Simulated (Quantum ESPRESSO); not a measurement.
```cif
data_MgO6Pb2W
_chemical_formula_sum 'O6 Mg1 W1 Pb2'
_space_group_name_H-M_alt 'P 1'
_space_group_IT_number 1
_cell_length_a 5.71706
_cell_length_b 5.71706
_cell_length_c 5.71706
_cell_angle_alpha 60.000
_cell_angle_beta 60.000
_cell_angle_gamma 60.000
loop_
_space_group_symop_operation_xyz
  'x, y, z'
loop_
_atom_site_label
_atom_site_type_symbol
_atom_site_fract_x
_atom_site_fract_y
_atom_site_fract_z
_atom_site_occupancy
O1 O 0.75831 0.24169 0.75831 1
O2 O 0.24169 0.75831 0.24169 1
O3 O 0.75831 0.24169 0.24169 1
O4 O 0.24169 0.75831 0.75831 1
O5 O 0.75831 0.75831 0.24169 1
O6 O 0.24169 0.24169 0.75831 1
Mg1 Mg 0.50000 0.50000 0.50000 1
W1 W 0.00000 0.00000 0.00000 1
Pb1 Pb 0.75000 0.75000 0.75000 1
Pb2 Pb 0.25000 0.25000 0.25000 1
```

The geometry is that of Materials Project entry mp-20056, symmetrised and not relaxed again.

What does norm-conserving LDA (Quantum ESPRESSO, 84 Ry, scalar-relativistic) give for the electronic structure near the Fermi level?

The LDA gap is indirect, 2.39 eV, from X to Γ; the smallest direct gap is 2.43 eV. Spin-orbit coupling is left out; with 6p states at a band edge it can lower the gap by many tenths of an eV, most of a small gap.

The structure is a Materials Project entry; no match was found in the copy of COD used, and its stability was not checked.
